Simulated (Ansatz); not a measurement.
GaN:
```
GaN
1.0
    0.00000     2.27421     2.27421
    2.27421     0.00000     2.27421
    2.27421     2.27421     0.00000
N Ga
1 1
Direct
  0.75000   0.75000   0.75000
  0.00000   0.00000   0.00000
```

Cartesian axes are those of the cell as given.

Q: Give the proper piezoelectric stress tensor with relaxed ions from PBE (plane waves, PAW; program Ansatz).

A: In C/m², rows x, y, z, Voigt columns; mesh uncertainty up to 0.00.
```
 0.00   0.00   0.00  -0.22   0.00   0.00
 0.00   0.00   0.00   0.00  -0.22   0.00
 0.00   0.00   0.00   0.00   0.00  -0.22
```

The elastic tensor of the same run (GPa):

```
253  131  131  0.0  0.0  0.0
131  253  131  0.0  0.0  0.0
131  131  253  0.0  0.0  0.0
0.0  0.0  0.0  145  0.0  0.0
0.0  0.0  0.0  0.0  145  0.0
0.0  0.0  0.0  0.0  0.0  145
```

Q: Convert to strain constants d = e·S.

A: In pC/N:
```
 0.0   0.0   0.0  -1.5   0.0   0.0
 0.0   0.0   0.0   0.0  -1.5   0.0
 0.0   0.0   0.0   0.0   0.0  -1.5
```

Space group F-43m (zinc blende). The PBE relaxation kept the symmetry of its start; phonons on a q-mesh show no instability.

Potentials: the later of the program's two PAW sets.
